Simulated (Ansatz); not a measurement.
TaC:
```cif
data_CTa
_chemical_formula_sum 'Ta1 C1'
_space_group_name_H-M_alt 'P 1'
_space_group_IT_number 1
_cell_length_a 3.02187
_cell_length_b 3.02187
_cell_length_c 2.86019
_cell_angle_alpha 90.000
_cell_angle_beta 90.000
_cell_angle_gamma 120.000
loop_
_space_group_symop_operation_xyz
  'x, y, z'
loop_
_atom_site_label
_atom_site_type_symbol
_atom_site_fract_x
_atom_site_fract_y
_atom_site_fract_z
_atom_site_occupancy
Ta1 Ta 0.00000 0.00000 0.00000 1
C1 C 0.33333 0.66667 0.50000 1
```

Relaxed with PBEsol.

Q: Which orbitals make up the states near the Fermi level in plane-wave PAW PBEsol (Ansatz code)?

A: Within 0.5 eV of the Fermi level: Ta 5d 71 %, C 2p 22 %. Projections are on Löwdin-orthogonalised atomic valence shells; empty p or d shells of many metals are not among them.

Q: Tabulate the density of states.

A: States/eV per cell of 2 atoms, in 0.25 eV bins, energy from the Fermi level.

```
E (eV)  total  Ta 5d  C 2p  Ta 6s
------  -----  -----  ----  -----
-7.85    0.00   0.00  0.00   0.00
-7.60    0.00   0.00  0.00   0.00
-7.35    0.00   0.00  0.00   0.00
-7.10    0.02   0.01  0.01   0.00
-6.85    0.04   0.01  0.02   0.01
-6.60    0.06   0.02  0.03   0.01
-6.35    0.08   0.02  0.04   0.01
-6.10    0.10   0.03  0.05   0.01
-5.85    0.49   0.16  0.24   0.04
-5.60    1.03   0.39  0.49   0.08
-5.35    1.78   0.73  0.83   0.12
-5.10    1.63   0.69  0.76   0.09
-4.85    0.99   0.42  0.46   0.05
-4.60    0.67   0.29  0.31   0.03
-4.35    0.69   0.30  0.33   0.02
-4.10    0.60   0.26  0.29   0.01
-3.85    0.65   0.28  0.32   0.02
-3.60    0.80   0.33  0.41   0.03
-3.35    0.87   0.36  0.44   0.02
-3.10    1.02   0.43  0.52   0.03
-2.85    1.69   0.70  0.86   0.05
-2.60    1.20   0.57  0.56   0.03
-2.35    1.41   0.69  0.64   0.03
-2.10    1.80   0.81  0.89   0.04
-1.85    2.25   1.01  1.13   0.03
-1.60    2.32   0.98  1.24   0.02
-1.35    1.24   0.49  0.69   0.01
-1.10    0.45   0.16  0.27   0.01
-0.85    0.29   0.10  0.17   0.00
-0.60    0.74   0.44  0.26   0.02
-0.35    1.37   0.92  0.36   0.05
-0.10    1.90   1.37  0.39   0.06
0.15     1.41   0.99  0.30   0.04
0.40     1.30   0.98  0.21   0.03
0.65     0.60   0.39  0.15   0.01
0.90     0.36   0.22  0.11   0.01
1.15     0.18   0.15  0.03   0.00
1.40     0.16   0.14  0.01   0.00
1.65     0.16   0.15  0.01   0.00
1.90     0.18   0.17  0.00   0.00
2.15     0.21   0.20  0.00   0.00
2.40     0.25   0.23  0.01   0.00
2.65     0.34   0.31  0.01   0.01
2.90     0.58   0.50  0.04   0.01
3.15     0.70   0.59  0.07   0.01
3.40     0.73   0.60  0.08   0.01
3.65     0.78   0.63  0.10   0.01
3.90     0.84   0.67  0.11   0.01
4.15     0.94   0.75  0.14   0.01
4.40     0.91   0.67  0.17   0.01
4.65     1.17   0.79  0.26   0.02
```

Space group P-6m2. The start of the workflow was typed in or built on a structure type; the Crystallography Open Database copy checked does not list it. It is not the phase usual at ambient conditions (space group No. 225). The cell was relaxed with PBEsol under the symmetry of its start; whether a distortion lowers the energy is not shown. No spin polarisation was allowed. Scalar-relativistic: spin–orbit coupling is off unless named, which matters more the heavier the elements.

Potentials: the later of the program's two PAW sets.
